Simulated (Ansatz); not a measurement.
Piezoelectric tensor of AlGa$_{3}$P$_{4}$

These are results of DFT PBE, scalar-relativistic, plane waves, PAW in Ansatz 0.2.0, not measurements. Cutoff 420 eV, 8×8×8 k-points (Γ-centred), fixed occupations. No spin polarisation.

Equilibrium structure at this level:
```
Al Ga P
1.0
    -2.75363    2.75363    5.50708
     2.75363   -2.75363    5.50708
     2.75363    2.75363   -5.50708
Al Ga P
1 3 4
Cartesian
  0.0000 0.0000 5.5071
  0.0000 0.0000 0.0000
  2.7536 0.0000 2.7535
  0.0000 2.7536 2.7535
  1.3790 1.3790 -1.3739
  1.3747 -1.3747 6.8810
  1.3747 1.3747 4.1332
  -1.3747 1.3747 6.8810
```

It was reached by relaxing an invented guess, and it needn't be the stable form of this composition.

Problem. Give the relaxed-ion proper piezoelectric stress tensor e_iJ (C/m², Voigt columns xx yy zz yz xz xy).

Solution.
```
x   0.000 0.000 0.000 0.150 0.000 0.000
y   0.000 0.000 0.000 0.000 0.150 0.000
z   0.000 0.000 0.000 0.000 0.000 0.148
```
Signs follow the orientation of the cell as given.

Problem. With the elastic constants (GPa, Voigt order)
```
125.2  54.8  54.8   0.0   0.0   0.0
 54.8 125.2  54.8   0.0   0.0   0.0
 54.8  54.8 125.2   0.0   0.0   0.0
  0.0   0.0   0.0  63.3   0.0   0.0
  0.0   0.0   0.0   0.0  63.3   0.0
  0.0   0.0   0.0   0.0   0.0  63.3
```
find the strain coefficients d = e·C⁻¹ (pC/N).

Solution.
```
x   0.00 0.00 0.00 2.36 0.00 0.00
y   0.00 0.00 0.00 0.00 2.36 0.00
z   0.00 0.00 0.00 0.00 0.00 2.34
```
